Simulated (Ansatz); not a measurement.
SnTe (rock salt): values from a third-order Birch-Murnaghan fit to a volume scan beside measured ones. Computed values: PBE (plane waves to 420 eV, PAW, scalar-relativistic; Ansatz, a program for electronic structure). SnTe was relaxed with its symmetry unable to fall. Spin-orbit coupling is left out, though Te is heavy. The PAW data are Ansatz's earlier set.

| quantity | reference | kind | PBE | difference |
|---|---|---|---|---|
| Lattice constant a (Å) | 6.316 | measured, room temperature or unstated | 6.410 | +1.5 % |
| Bulk modulus B₀ (GPa) | 37.8 | measured, room temperature or unstated | 40.5 | +7.0 % |

References as given in: Ayanesh Maiti, Ankita Singh, Kartik K. Iyer et al., Applied Physics Letters (2022), arXiv:2109.01420; Cormac Toher, Corey Oses, Jose J. Plata et al., Physical Review Materials (2017), arXiv:1611.05714. Values not taken to low temperature hold thermal and zero-point shifts that a static calculation lacks, so small differences there are no errors of the method.

(A scan under strain: stresses follow from slopes of the energy per volume, elastic moduli from its curvatures.)
